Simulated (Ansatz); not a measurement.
## Diamond alloy of Si and Ge (24 of 64 Si sites exchanged), 64 atoms

Ansatz, PAW, plane waves. PBEsol relaxation of volume and atoms (shape held) at the single k point (¼, ¼, ¼) without its symmetry partners; single points on the relaxed atoms at the Γ point alone, onto which points of the small cell's zone fold. Arrangement: random. No spin–orbit coupling unless named.

Relaxed structure:

```
Si Ge
1.0
    11.02913    0.00000    0.00000
     0.00000   11.02913    0.00000
     0.00000    0.00000   11.02913
Si Ge
40 24
Direct
  0.00016 0.99814 0.99970
  0.99885 0.99765 0.50334
  0.00147 0.50179 0.00434
  0.00095 0.50583 0.50026
  0.50238 0.00081 0.49961
  0.12435 0.12437 0.12048
  0.12456 0.11949 0.62514
  0.12548 0.62686 0.12581
  0.12581 0.62655 0.62621
  0.62576 0.12394 0.12968
  0.62364 0.12261 0.62703
  0.62564 0.63072 0.62454
  0.24867 0.24823 0.00085
  0.24818 0.75006 0.99900
  0.24926 0.74611 0.50041
  0.75110 0.75215 0.50044
  0.37330 0.87263 0.12263
  0.87587 0.37923 0.12580
  0.87764 0.87777 0.12766
  0.87503 0.87496 0.62647
  0.24651 0.99697 0.74979
  0.24987 0.50401 0.24984
  0.24966 0.50395 0.75129
  0.74860 0.99675 0.24936
  0.74942 0.99870 0.74947
  0.75281 0.49867 0.25315
  0.37995 0.12431 0.37526
  0.37158 0.62538 0.37540
  0.37316 0.62873 0.87363
  0.87425 0.11971 0.87610
  0.87448 0.62673 0.37609
  0.99737 0.74802 0.24830
  0.00302 0.75276 0.74817
  0.50209 0.24874 0.25211
  0.49978 0.24636 0.74854
  0.50086 0.75031 0.75098
  0.12452 0.87473 0.87577
  0.62510 0.37538 0.37222
  0.62740 0.87716 0.37797
  0.62543 0.87512 0.87218
  0.50157 0.99865 0.00090
  0.49674 0.50117 0.99880
  0.50194 0.50309 0.49811
  0.62709 0.62448 0.12836
  0.25058 0.24617 0.50038
  0.75227 0.24797 0.00341
  0.74586 0.24889 0.49959
  0.75223 0.75482 0.00074
  0.37261 0.37246 0.12795
  0.37602 0.37623 0.62822
  0.37501 0.87436 0.62396
  0.87707 0.37672 0.62234
  0.25118 0.00120 0.24810
  0.74929 0.50322 0.74849
  0.37222 0.12445 0.87329
  0.87446 0.12075 0.37480
  0.88055 0.62719 0.87570
  0.00025 0.24997 0.24657
  0.00045 0.24572 0.75093
  0.49784 0.75269 0.25391
  0.12533 0.37933 0.37539
  0.12646 0.37739 0.87839
  0.12300 0.87196 0.37656
  0.62315 0.37178 0.87307
```

Problem. What are the mean bond lengths by pair (pairs within 1.2 times the sum of covalent radii, less contacts 15 % beyond the pair's median; cation–cation pairs of compounds aside; long ionic contacts are cut short by that bound)?

Solution. Ge–Ge 2.438 ± 0.008 Å (standard deviation, 21 bonds); Ge–Si 2.396 ± 0.008 Å (standard deviation, 54 bonds); Si–Si 2.361 ± 0.008 Å (standard deviation, 53 bonds).

Problem. What gap lies between the top filled and the lowest empty level in the single points?

Solution. HSE06 1.16 eV (7.5 min on 7 threads of Neoverse-V2). An indirect band minimum needn't fold onto Γ of this cell; where it doesn't, these gaps are too wide.
